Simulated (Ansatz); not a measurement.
Pd (fcc (Cu type), Fm-3m) under volume change, DFT-PBEsol in the program Ansatz with PAW potentials, scaled uniformly.

| V (Å³/atom) | E − E(relaxed) (meV/atom) | P (GPa) |
|---|---|---|
| 13.235 | 92.3 | 24.97 |
| 13.672 | 38.3 | 15.02 |
| 14.108 | 9.0 | 6.79 |
| 14.544 | 0.0 | 0.00 |
| 14.981 | 7.9 | -5.60 |
| 15.417 | 29.6 | -10.20 |
| 15.853 | 62.6 | -13.96 |

Problem. What does a third-order Birch–Murnaghan fit give for V₀, B₀ and B′?

Solution. V₀ = 14.54 Å³/atom, B₀ = 205 GPa, B′ = 5.4.

Symmetry was held in the PBEsol relaxation. The workflow began spin-polarised and lost its moments. The cell computed holds one magnetic atom, so no antiferromagnetic order was within reach.

Potentials: the earlier of the program's two PAW sets. The files were generated under PBE; for other functionals the program regenerates the frozen cores, and for LDA and PBEsol the local potential too.
